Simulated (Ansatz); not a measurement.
Consider a crystal of K3ErC2 in space group P6/mmm (No. 191), with K on 3g; Er on 1a; C on 2e.

Computed with Ansatz 0.2.0, DFT PBE, scalar-relativistic, plane waves, PAW, and for the lanthanide a 4f-in-core norm-conserving potential. Cutoff 770 eV, Γ-centred mesh, Gaussian smearing, no spin polarisation.

Formation energies are uncorrected and refer to the elements' standard structures at the same level.

Q: Predict the relaxed structure.

A:

Space group P6/mmm (No. 191). a = 7.502 Å, b = 7.502 Å, c = 5.892 Å, α = 90.00°, β = 90.00°, γ = 120.00°
```
atom  site  symmetry       x       y       z
   K    3g       mmm  0.5000  0.0000  0.5000
  Er    1a     6/mmm  0.0000  0.0000  0.0000
   C    2e       6mm  0.0000  0.0000  0.3926
```

K has 4 K at 3.75 Å and 4 C at 3.80 Å; Er is surrounded by 2 C at 2.31 Å, 2 C at 3.58 Å and 12 K at 4.77 Å; C is surrounded by 1 C at 1.27 Å, 1 Er at 2.31 Å, 1 Er at 3.58 Å and 6 K at 3.80 Å. Another local minimum with the same sites may exist.

Q: Where does its energy lie, and is it a metal?

A: The formation energy is +0.59 eV/atom. The gap on the 6×6×6 mesh of the 6-atom cell is 0 eV (a metal). The separate elements lie lower, so it is unstable against them.

The last run used Gaussian smearing of 0.10 eV. The reference form of C is held partly by dispersion forces, which this level lacks. A structure relaxed within its symmetry needn't be a true minimum.

The lanthanide is trivalent by construction, without f bands, f moments or other valences. The reference runs of the other elements, and any phases without the lanthanide, used 420 eV, which shifts energies against them by under 10 meV/atom. The lanthanide's reference is the lowest of its hcp, dhcp and fcc cells.
